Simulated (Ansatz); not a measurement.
# Data sheet: MgCdTe$_{2}$ (DFT)

MgCdTe2:
```
MgCdTe2
1.0
   -3.19085     3.19085     6.39990
    3.19085    -3.19085     6.39990
    3.19085     3.19085    -6.39990
Mg Cd Te
2 2 4
Direct
  0.75000   0.25000   0.50000
  0.00000   0.00000   0.00000
  0.25000   0.75000   0.50000
  0.50000   0.50000   0.00000
  0.62808   0.62500   0.50308
  0.37500   0.87808   0.00308
  0.12192   0.12500   0.49692
  0.87500   0.37192   0.99692
```

Space group I-42d (No. 122), chalcopyrite; conventional cell a = 6.3817 Å, b = 6.3817 Å, c = 12.7998 Å, α = 90.00°, β = 90.00°, γ = 90.00°.

Method: plane-wave PAW LDA (Ansatz code). Structure relaxed to zero pressure with the same functional. Other levels are named where they apply.

### Cell and energy

```yaml
volume_per_atom: 32.58 Å³
density: 4.99 g/cm³
Formation energy from the elements (no fitted shifts): -0.60 eV/atom
```

### Electronic structure

```yaml
band_gap: 1.51 eV (direct)
valence_band_maximum: at Γ
conduction_band_minimum: at Γ
electron_effective_mass: 0.12 mₑ (isotropic)
hole_effective_mass: 0.66 along x, 0.13 along z (mₑ)
```

### Mechanics

```yaml
Bulk modulus (Birch–Murnaghan fit): 42.0 GPa
Pressure derivative B′: 4.4
```

### Phonons

```yaml
Highest zone-centre frequency (without LO–TO term): 263 cm⁻¹
zone_centre_stability: no imaginary mode at Γ
```

The first step of the workflow began from a Materials Project structure, measured or hypothetical; the Crystallography Open Database copy checked does not list it. Whether it is the stable phase at ambient conditions was not checked. The cell was relaxed with LDA under the symmetry of its start. The references are the lowest solids computed at this level, not always the standard phases. Spin–orbit coupling is left out wherever it is not named.

Potentials: the later of the program's two PAW sets.
